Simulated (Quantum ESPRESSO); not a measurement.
Inputs of pw.x and gipaw.x (a modified build of Quantum ESPRESSO, PBE) for Ga₂O₃; the starting potential comes from an earlier run on another mesh:

```
&CONTROL
  calculation = 'scf'
  prefix = 'x'
  pseudo_dir = './pseudo'
  outdir = './out'
  tprnfor = .true.
/
&SYSTEM
  ibrav = 0
  nat = 10
  ntyp = 2
  ecutwfc = 45
  ecutrho = 180
  occupations = 'fixed'
  nbnd = 44
/
&ELECTRONS
  conv_thr = 1e-11
  startingpot = 'file'
/
ATOMIC_SPECIES
Ga 69.723 Ga.GGA_PBE-JTH.UPF
O 15.999 O.GGA_PBE-JTH.UPF
CELL_PARAMETERS angstrom
    2.498699923601     1.442625073515     4.483550000000
   -2.498699923601     1.442625073515     4.483550000000
   -0.000000000000    -2.885250147030     4.483550000000
ATOMIC_POSITIONS crystal
Ga     0.855590000000     0.855590000000     0.855590000000
Ga     0.144410000000     0.144410000000     0.144410000000
Ga     0.644410000000     0.644410000000     0.644410000000
Ga     0.355590000000     0.355590000000     0.355590000000
O      0.750000000000     0.446840000000     0.053160000000
O      0.250000000000     0.553160000000     0.946840000000
O      0.053160000000     0.750000000000     0.446840000000
O      0.946840000000     0.250000000000     0.553160000000
O      0.446840000000     0.053160000000     0.750000000000
O      0.553160000000     0.946840000000     0.250000000000
K_POINTS automatic
5 5 5 1 1 1
```

```
&INPUTGIPAW
  job = 'nmr'
  prefix = 'x'
  tmp_dir = './out/'
  restart_mode = 'from_scratch'
  pawproj(1) = .true.
  pawproj(2) = .true.
  use_nmr_macroscopic_shape = .false.
/
```

Geometry: a computed entry of the Materials Project; it was not checked against measured cells. It is Ga2O3 in R-3c. Stability against distortions was not tested.

Task: What does gipaw.x print for the total shieldings?

Result: 
```
     Total NMR chemical shifts in ppm: ---------------------------------------
     (adopting the Simpson convention for anisotropy and asymmetry)-----------

     Atom  1  Ga  pos: (  0.000000  0.000000  2.158461)  Total sigma:        1640.74
          1663.5973         10.3153         -0.0000
           -10.3153       1663.5973          0.0000
            -0.0000          0.0000       1595.0262

     Ga      1    anisotropy:    -68.57    eta:    0.0000

     Atom  2  Ga  pos: (  0.000000  0.000000  0.364314)  Total sigma:        1640.74
          1663.5973         10.3153         -0.0000
           -10.3153       1663.5973          0.0000
            -0.0000          0.0000       1595.0262

     Ga      2    anisotropy:    -68.57    eta:    0.0000

     Atom  3  Ga  pos: (  0.000000  0.000000  1.625702)  Total sigma:        1640.74
          1663.5973        -10.3153          0.0000
            10.3153       1663.5973          0.0000
             0.0000         -0.0000       1595.0262

     Ga      3    anisotropy:    -68.57    eta:    0.0000

     Atom  4  Ga  pos: (  0.000000  0.000000  0.897074)  Total sigma:        1640.74
          1663.5973        -10.3153          0.0000
            10.3153       1663.5973          0.0000
             0.0000          0.0000       1595.0262

     Ga      4    anisotropy:    -68.57    eta:    0.0000

     Atom  5  O   pos: (  0.142076  0.295068  1.051156)  Total sigma:          87.68
            69.1772        -21.0651          5.9006
           -21.0651         93.5011          3.4067
            11.3508          6.5534        100.3489

     O       5    anisotropy:    -49.26    eta:    0.0954

     Atom  6  O   pos: ( -0.142076 -0.295068  1.471619)  Total sigma:          87.68
            69.1772        -21.0651          5.9006
           -21.0651         93.5011          3.4067
            11.3508          6.5534        100.3489

     O       6    anisotropy:    -49.26    eta:    0.0954

     Atom  7  O   pos: ( -0.326575 -0.024493  1.051156)  Total sigma:          87.68
            69.1772         21.0651         -5.9006
            21.0651         93.5011          3.4067
           -11.3508          6.5534        100.3489

     O       7    anisotropy:    -49.26    eta:    0.0954

     Atom  8  O   pos: (  0.326575  0.024493  1.471619)  Total sigma:          87.68
            69.1772         21.0651         -5.9006
            21.0651         93.5011          3.4067
           -11.3508          6.5534        100.3489

     O       8    anisotropy:    -49.26    eta:    0.0954

     Atom  9  O   pos: (  0.184498 -0.270576  1.051156)  Total sigma:          87.68
           105.6631         -0.0000          0.0000
            -0.0000         57.0152         -6.8134
            -0.0000        -13.1068        100.3489

     O       9    anisotropy:    -49.26    eta:    0.0954

     Atom 10  O   pos: ( -0.184498  0.270576  1.471619)  Total sigma:          87.68
           105.6631          0.0000          0.0000
            -0.0000         57.0152         -6.8134
             0.0000        -13.1068        100.3489

     O      10    anisotropy:    -49.26    eta:    0.0954
```
The printed anisotropy is 3/2 (σ_33 − σ_iso) in the program's own order; the axes are left out here. Anisotropies that symmetry doesn't fix are less certain than the isotropic values. Shieldings are absolute and leave out the bulk-susceptibility term; a larger σ means a smaller chemical shift. In our sweeps, cutoffs and meshes of this size left a few ppm, and up to some 20 ppm on atoms from Zn on.
